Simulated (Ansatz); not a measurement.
WC in space group Pm-3m (No. 221; W on 3c, C on 3d) at seven volumes, PBEsol (plane waves, PAW; program Ansatz), scaled uniformly. One row is withheld.

```tsv
V (Å³/atom)	P (GPa)
11.118	35.23
11.484	21.58
11.851	9.95
12.217	0.00
12.584	?
12.950	-16.05
13.317	-22.38
```

Problem. Fit the shown pressures and predict the withheld one.

Solution. Third-order Birch–Murnaghan: P = (3/2)B₀(x^(7/2) − x^(5/2))[1 + (3/4)(B′ − 4)(x − 1)] with x = (V₀/V)^(2/3). Least squares on the six rows gives V₀ = 12.215 Å³/atom, B₀ = 308.9 GPa, B′ = 4.06. At V = 12.584, x = 0.9804 and P = -8.65 GPa. The run itself gave -8.63 GPa.

The start of the workflow was typed in or built on a structure type; neither database checked (COD, Materials Project) lists it. It is not the phase usual at ambient conditions (space group No. 187). Symmetry was held in the PBEsol relaxation; whether a distortion lowers the energy is not shown. No spin polarisation was allowed. Its formation energy is positive at this level, so the cell may be metastable or incomplete. Scalar-relativistic: spin–orbit coupling is off unless named, which matters more the heavier the elements.

Potentials: the earlier of the program's two PAW sets. The files were generated under PBE; for other functionals the program regenerates the frozen cores, and for LDA and PBEsol the local potential too.
